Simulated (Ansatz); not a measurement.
**How far is PAW off for LaTl3?**

```
La Tl
1.0
     4.79900   -0.02399   -0.02399
    -0.02399    4.79900   -0.02399
    -0.02399   -0.02399    4.79900
La Tl
1 3
Direct
  0.00000 0.00000 0.00000
  0.00000 0.50000 0.50000
  0.50000 0.00000 0.50000
  0.50000 0.50000 0.00000
```

Atom numbers follow the list: La1, Tl2, Tl3, Tl4.

The cell is COD entry 1538104, as deposited and not checked against the literature; nothing was relaxed. The listed cell was then made from it by scaling, straining or moving an atom.

No spin–orbit coupling, which matters for the heavy atoms here.

Methods: DFT, PBEsol, PAW with Ansatz's default frozen-core files, scalar-relativistic (Ansatz 0.2.0); DFT, PBEsol, all-electron PAW with datasets made for the crystal, scalar-relativistic (Ansatz 0.2.0); DFT, PBEsol, all-electron LAPW, scalar-relativistic (Ansatz 0.2.0).

For PAW: a Γ-centred 8×8×8 k mesh, Fermi–Dirac smearing of 0.05 eV, cutoff 420 eV, no spin polarisation; the PAW files were made with PBE, and the program remakes their frozen cores for this functional. The crystal-made all-electron datasets (AE datasets) take a cutoff of 260 eV at this cell. LAPW targets a basis error of 1 meV/atom. The Ansatz runs share mesh, smearing and spin set-up. Plane-wave (PAW) pressures include the program's estimate of the Pulay term.

Stress and pressure are positive in compression.

The change that made this cell: equal xy, yz and zx engineering shear strains of -1 %.

Spin–orbit coupling is left out, which moves gradients at and beside heavy atoms by some per cent and at worst by a factor of two.

In a metal, gradients converge slowly with the k mesh: the values move by tens of per cent from one mesh to another, at times in sign, so only the comparison on one mesh counts.

```tsv
quantity	PAW	AE datasets	LAPW
pressure (GPa)	-0.15	-0.13	-0.13
stress yz (GPa)	0.32	0.32	0.32
stress xz (GPa)	0.32	0.32	0.32
stress xy (GPa)	0.32	0.32	0.32
largest principal field gradient Vzz at La1 (10²¹ V/m²)	-0.81	-0.83	–
largest principal field gradient Vzz at Tl2 (10²¹ V/m²)	25.67	25.53	–
```

PAW's pressure differs from the LAPW value by -0.02 GPa. Datasets made for the crystal and LAPW share parts of one code, so their agreement isn't an independent check.
